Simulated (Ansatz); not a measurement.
# Structure relaxation, Fe

The start is a generated cell, Fe built in the diamond structure type. The cell and all atomic positions are relaxed at zero pressure with PBE (plane waves to 420 eV, PAW, scalar-relativistic; Ansatz, a quantum-chemistry and plane-wave program). The first steps use a coarse 11×11×11 k-mesh.

The start:
```
Fe
1.0
    0.00000     2.45951     2.45951
    2.45951     0.00000     2.45951
    2.45951     2.45951     0.00000
Fe
2
Direct
  0.25000   0.25000   0.25000
  0.00000   0.00000   0.00000
```
Spin-polarised start, with parallel moments on Fe.

### Question
How much energy is released per atom?

### Answer
0.01 eV/atom.

### Question
How do the shortest distances between atoms change?

### Answer
The closest pairs of elements (up to four, under 3.6 Å), start → end: Fe–Fe 2.13 → 2.11 Å.

### Question
Is the relaxed structure metallic? Give its gap.

### Answer
No gap (metallic).

### Question
What does it relax into? Give the structure.

### Answer

```cif
data_Fe8
_chemical_formula_sum 'Fe8'
_space_group_name_H-M_alt 'Fd-3m :1'
_space_group_IT_number 227
_space_group_name_Hall 'F 4d 2 3 -1d'
_cell_length_a 4.87370
_cell_length_b 4.87370
_cell_length_c 4.87370
_cell_angle_alpha 90.000
_cell_angle_beta 90.000
_cell_angle_gamma 90.000
loop_
_atom_site_label
_atom_site_type_symbol
_atom_site_symmetry_multiplicity
_atom_site_Wyckoff_symbol
_atom_site_fract_x
_atom_site_fract_y
_atom_site_fract_z
_atom_site_occupancy
Fe1 Fe 8 b 0.50000 0.50000 0.50000 1
```
(The calculation used a cell of 2 atoms; values per cell refer to that cell.)

The space group stays Fd-3m (No. 227) (the run could not lower it); the end is diamond type, with 2 atoms in the primitive cell. Final values are on a 16×16×16 k-mesh of the relaxed cell. No spin polarisation in the result: the starting moments vanished. A magnetic state may lie lower.

The run could not lose the symmetry of its start, so the end can be a saddle point.

All atoms sit on sites fixed by symmetry, so only the cell could relax.

The relaxed structure here is a generated cell of Fe: the first start was made by placing the elements on the sites of a structure type, and the end was not matched to a known phase here, so it may be hypothetical. Known forms of Fe include space group No. 229.
